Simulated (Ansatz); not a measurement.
Si:
```
CELL_PARAMETERS angstrom
      1.91544    -5.35892     0.00000
      1.91544     5.35892     0.00000
      0.00000     0.00000    12.68364
ATOMIC_POSITIONS crystal
  Si 0.75732 0.24268 0.44507
  Si 0.24268 0.75732 0.55493
  Si 0.24268 0.75732 0.94507
  Si 0.75732 0.24268 0.05493
  Si 0.42868 0.57132 0.65727
  Si 0.57132 0.42868 0.34273
  Si 0.57132 0.42868 0.15727
  Si 0.42868 0.57132 0.84273
  Si 0.97131 0.02869 0.40940
  Si 0.02869 0.97131 0.59060
  Si 0.02869 0.97131 0.90940
  Si 0.97131 0.02869 0.09060
```

Relaxed with r²SCAN. Special points in fractions of this cell's reciprocal vectors: Γ (0.000, 0.000, 0.000); Y (-0.500, 0.500, 0.000); C0 (-0.282, 0.718, 0.000); Σ0 (0.282, 0.282, 0.000); Z (0.000, 0.000, 0.500); A0 (0.282, 0.282, 0.500); E0 (-0.282, 0.718, 0.500); T (-0.500, 0.500, 0.500); S (0.000, 0.500, 0.000); R (0.000, 0.500, 0.500).

Problem. List the band energies nearest the valence-band maximum at these points for the program Ansatz at the r²SCAN level (PAW).

Solution. In eV from the valence-band maximum; about four levels below and three above (degenerate sets whole), none deeper than 8.9 eV; points with the same levels are listed once.

```
k                     below                above
--  -----------------------  -------------------
Γ   -1.36 -1.03 -0.57 -0.48       0.82 1.50 1.54
Y    -1.12 -0.81 -0.43 0.00       0.78 0.93 1.82
C0  -2.18 -1.80 -1.61 -1.28       1.04 1.25 1.81
Z   -1.11 -1.11 -0.94 -0.94  1.27 1.27 1.70 1.70
A0  -2.11 -2.11 -1.47 -1.47  1.03 1.03 2.15 2.15
T   -1.15 -1.15 -0.13 -0.13  0.73 0.73 1.96 1.96
S   -2.28 -2.13 -2.09 -1.30       1.42 1.57 1.70
R   -2.09 -2.09 -1.72 -1.72  1.64 1.64 2.13 2.13
```

Space group Cmcm. The first step of the workflow began from a Materials Project structure, measured or hypothetical; the Crystallography Open Database copy checked does not list it. It is not the phase usual at ambient conditions (space group No. 227). The r²SCAN relaxation kept the symmetry of its start; phonons on a q-mesh show no instability.

Potentials: the earlier of the program's two PAW sets.
